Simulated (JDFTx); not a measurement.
Input for a modified build of JDFTx: carbon tetrabromide, CBr4 (SMILES BrC(Br)(Br)Br), charge 0, multiplicity 1, CANDLE, water, 2 M NaF; lengths in bohr, energies in hartree. The run starts from orbitals saved by an earlier run of the same system.

```
lattice \
  19.8421243086 0.0000000000 0.0000000000 \
  0.0000000000 19.8421243086 0.0000000000 \
  0.0000000000 0.0000000000 19.3696927774
coords-type Cartesian
ion Br -0.0824521117 -2.8080197672 2.5193595434 0
ion C 0.4374989928 -0.1358488154 0.0657355850 0
ion Br -2.7704020215 0.7474533996 -1.4774937961 0
ion Br 2.7704020215 -1.2891299549 -2.5193595434 0
ion Br 1.8419924549 2.8080197672 1.7432221855 0
ion-species pseudo/br_lda_v1.4.upf
ion-species pseudo/c_lda_v1.2.upf
elec-cutoff 20 100
elec-ex-corr lda-PZ
symmetries none
elec-n-bands 16
electronic-minimize nIterations 150 energyDiffThreshold 1e-7
fluid LinearPCM
pcm-variant CANDLE
fluid-solvent H2O
fluid-cation Na+ 2
fluid-anion F- 2
fluid-minimize nIterations 400 knormThreshold 1e-11
wavefunction read s0.wfns
dump-name s1.$VAR
dump End State Ecomponents EigStats BandEigs Forces ElecDensity IonicPositions FluidDebug
```

The log closes as follows.

```
[...]
ElecMinimize: Iter:   7  Etot: -60.420064463106044  |grad|_K:  3.145e-07  alpha:  1.316e+00  linmin: -9.159e-06
ElecMinimize: Iter:   8  Etot: -60.420064511553761  |grad|_K:  1.538e-07  alpha:  9.876e-01  linmin: -6.673e-02
ElecMinimize: Iter:   9  Etot: -60.420064526559983  |grad|_K:  7.370e-08  alpha:  1.157e+00  linmin: -5.535e-05
ElecMinimize: Converged (|Delta Etot|<1.000000e-07 for 2 iters).

# Ionic positions in cartesian coordinates:
ion Br  -0.082452111700000  -2.808019767199999   2.519359543400000 0
ion Br  -2.770402021500000   0.747453399600000  -1.477493796100000 0
ion Br   2.770402021500000  -1.289129954900000  -2.519359543400000 0
ion Br   1.841992454900000   2.808019767199999   1.743222185500000 0
ion C   0.437498992800000  -0.135848815400000   0.065735585000000 0

# Forces in Cartesian coordinates:
force Br   0.000753815440870   0.004375086141440  -0.004007315522836 0
force Br   0.005797545918464  -0.001486880842153   0.002614407166549 0
force Br  -0.004242920574557   0.001987350999261   0.004331886250433 0
force Br  -0.002496540525383  -0.004998079255173  -0.002885398862308 0
force C   0.000220365016124   0.000163427563357  -0.000083003953361 0

# Energy components:
   A_diel =        0.0026168822641777
   Eewald =        9.1128109780741422
       EH =       59.2172927138360237
     Eloc =     -125.7637729364873991
      Enl =       -8.7171499134273205
      Exc =      -53.2790001237714677
 Exc_core =       38.3783794866283046
       KE =       20.6287583863235575
-------------------------------------
     Etot =      -60.4200645265599832


	eMin: -0.848828 at state 0 ( [ +0.000000 +0.000000 +0.000000 ] spin 0 )
	HOMO: -0.254462 at state 0 ( [ +0.000000 +0.000000 +0.000000 ] spin 0 )
```

The run took 10 electronic cycles (a count that differs between repeats, as do the digits past 10⁻⁶ Ha); the highest occupied level lies at -6.92 eV from the bulk liquid; the total lies 0.10 eV from the vacuum run at this geometry.
